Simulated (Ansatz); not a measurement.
The relaxed structure here is a generated cell of MgRh: the first start was made by placing the elements on the sites of a structure type, and the end was not matched to a known phase here, so it may be hypothetical.

A relaxed structure of MgRh. The numbers are results of PBE (plane waves to 420 eV, PAW, scalar-relativistic; Ansatz, an electronic-structure program), not measurements.

```xyz
2
Lattice="0.0000 2.5817 2.5817 2.5817 0.0000 2.5817 2.5817 2.5817 0.0000" Properties=species:S:1:pos:R:3 pbc="T T T"
Rh     0.0000     0.0000     0.0000
Mg     2.5817     2.5817     2.5817
```

**Question.** Determine the symmetry and give the standard cell with its independent sites.

**Answer.** Space group Fm-3m (No. 225); a = 5.163 Å, b = 5.163 Å, c = 5.163 Å, α = 90.00°, β = 90.00°, γ = 90.00°

```
atom  site  symmetry       x       y       z
----  ----  --------  ------  ------  ------
Rh      4a      m-3m  0.0000  0.0000  0.0000
Mg      4b      m-3m  0.5000  0.5000  0.5000
```

This is the rock salt type.

**Question.** Give the shortest distances between elements (the closest pairs, up to four, under 3.6 Å).

**Answer.** Mg–Rh 2.58 Å.

The volume per atom comes out as 17.21 Å³ and the density comes out as 6.14 g/cm³. The band gap comes out as no gap (metallic).

No spin polarisation in the result.

The run could not lose the symmetry of its start: the end is stationary, and may be a saddle point rather than a minimum.

All atoms sit on sites fixed by symmetry, so only the cell could relax.
